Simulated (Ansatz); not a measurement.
SiN₂:
```
CELL_PARAMETERS angstrom
      4.43977     0.00000     0.00000
      0.00000     4.43977     0.00000
      0.00000     0.00000     4.43977
ATOMIC_POSITIONS crystal
  Si 0.00000 0.50000 0.50000
  Si 0.50000 0.00000 0.50000
  Si 0.00000 0.00000 0.00000
  Si 0.50000 0.50000 0.00000
  N  0.59566 0.90434 0.09566
  N  0.09566 0.59566 0.90434
  N  0.59566 0.59566 0.59566
  N  0.40434 0.40434 0.40434
  N  0.90434 0.09566 0.59566
  N  0.90434 0.40434 0.09566
  N  0.09566 0.90434 0.40434
  N  0.40434 0.09566 0.90434
```

Relaxed with r²SCAN. Independent-particle spectrum: no excitons, no local fields, no scissors shift; 0.1 eV broadening; ε₁ of the summed bands alone.

Tabulate the dielectric function from the program Ansatz at the r²SCAN level (PAW).



```csv
E (eV),ε₁ xx,ε₂ xx
0.0,5.02,0.00
0.4,5.03,0.00
0.8,5.04,0.00
1.2,5.07,0.00
1.6,5.11,0.00
2.0,5.17,0.00
2.4,5.24,0.00
2.8,5.32,0.00
3.2,5.42,0.00
3.6,5.55,0.00
4.0,5.70,0.00
4.4,5.88,0.00
4.8,6.11,0.00
5.2,6.39,0.00
5.6,6.75,0.00
6.0,7.25,0.00
6.4,8.09,0.00
6.8,9.31,1.39
7.2,9.27,1.95
7.6,9.79,3.44
8.0,9.86,4.29
8.4,9.85,4.77
8.8,7.62,8.11
9.2,6.45,6.24
9.6,8.71,5.74
10.0,9.91,8.88
10.4,5.82,12.56
10.8,4.19,10.58
11.2,3.01,11.44
11.6,0.69,10.78
12.0,-0.11,10.18
```

From ε at 7.3 eV (xx: 9.48 + 2.11i), find n, k, the normal reflectivity and the absorption coefficient.

n = 3.10, k = 0.341, R = 27 %, α = 2kE/ħc = 250000 cm⁻¹.

With all bands, ε∞ without local fields is 5.19.

Space group Pa-3. The start of the workflow was typed in or built on a structure type; neither database checked (COD, Materials Project) lists it. Its standing as an ambient phase is unchecked. The cell was relaxed with r²SCAN under the symmetry of its start; whether a distortion lowers the energy is not shown.

Potentials: the earlier of the program's two PAW sets. The files were generated under PBE; for other functionals the program regenerates the frozen cores, and for LDA and PBEsol the local potential too.
